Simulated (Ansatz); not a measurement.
PtSb$_{2}$ (space group Pa-3)

```
CELL_PARAMETERS angstrom
      6.55329     0.00000     0.00000
      0.00000     6.55329     0.00000
      0.00000     0.00000     6.55329
ATOMIC_POSITIONS crystal
  Sb 0.37490 0.12510 0.87490
  Sb 0.62510 0.87490 0.12510
  Sb 0.12510 0.87490 0.37490
  Sb 0.87490 0.12510 0.62510
  Sb 0.87490 0.37490 0.12510
  Sb 0.12510 0.62510 0.87490
  Sb 0.62510 0.62510 0.62510
  Sb 0.37490 0.37490 0.37490
  Pt 0.00000 0.50000 0.50000
  Pt 0.50000 0.50000 0.00000
  Pt 0.50000 0.00000 0.50000
  Pt 0.00000 0.00000 0.00000
```

The slice is a {100} plane (indices of the conventional cell) through the point (0.625, 0.625, 0.625) (fractional), spanned by u = [100] and v = [010] in vectors of this cell: u (6.55 Å) and v (6.55 Å, at 90° to u). It covers one period; positions are fractions (u, v).

All values below come from PBE (plane waves to 420 eV, PAW, scalar-relativistic; Ansatz, a program for electronic structure). k mesh 6×6×6. Inside the PAW spheres the values are not all-electron values, and peaks at nuclei hang on which shells count as valence. At this level the bands of PtSb2 touch or barely overlap; measurements give the solid a gap. PtSb2 is run without spin polarisation. PtSb2 was relaxed with its symmetry unable to fall. Spin-orbit coupling is left out, though Pt and Sb are heavy.

**Question.** Predict the map of the valence electron density on the slice.

**Answer.** 
```
v \ u  0.00  0.10  0.20  0.30  0.40  0.50  0.60  0.70  0.80  0.90
-----  ----  ----  ----  ----  ----  ----  ----  ----  ----  ----
0.90    0.4  -0.2  -0.5   0.0   0.2  -0.3  -0.9  -1.1  -0.8  -0.2
0.80   -0.7  -0.8  -0.7  -0.2   0.0  -0.5  -1.0  -1.1  -0.9  -0.8
0.70   -1.2  -1.0  -0.6  -0.4  -0.6  -0.9  -1.2  -1.1  -1.0  -1.1
0.60   -1.0  -0.5   0.2   0.2  -0.5  -1.1  -1.3  -1.0  -0.8  -0.9
0.50   -0.6  -0.2   1.1   1.1  -0.3  -1.0  -1.2  -0.7  -0.4  -0.4
0.40   -0.3  -0.4   0.2   0.2  -0.5  -1.0  -1.1  -0.6   0.0   0.2
0.30   -0.5  -0.8  -0.8  -0.7  -0.8  -1.0  -1.1  -0.8  -0.2   0.0
0.20   -0.5  -0.8  -1.1  -1.2  -1.1  -1.0  -1.2  -1.1  -0.7  -0.5
0.10    0.4  -0.2  -0.8  -1.0  -0.9  -0.9  -1.1  -1.3  -0.8  -0.2
0.00    1.4   0.4  -0.5  -0.5  -0.3  -0.6  -1.0  -1.2  -0.7   0.4
```

Values: log₁₀ of the valence density in e/Å³. The scale is logarithmic, as a density can span decades between atoms and voids.
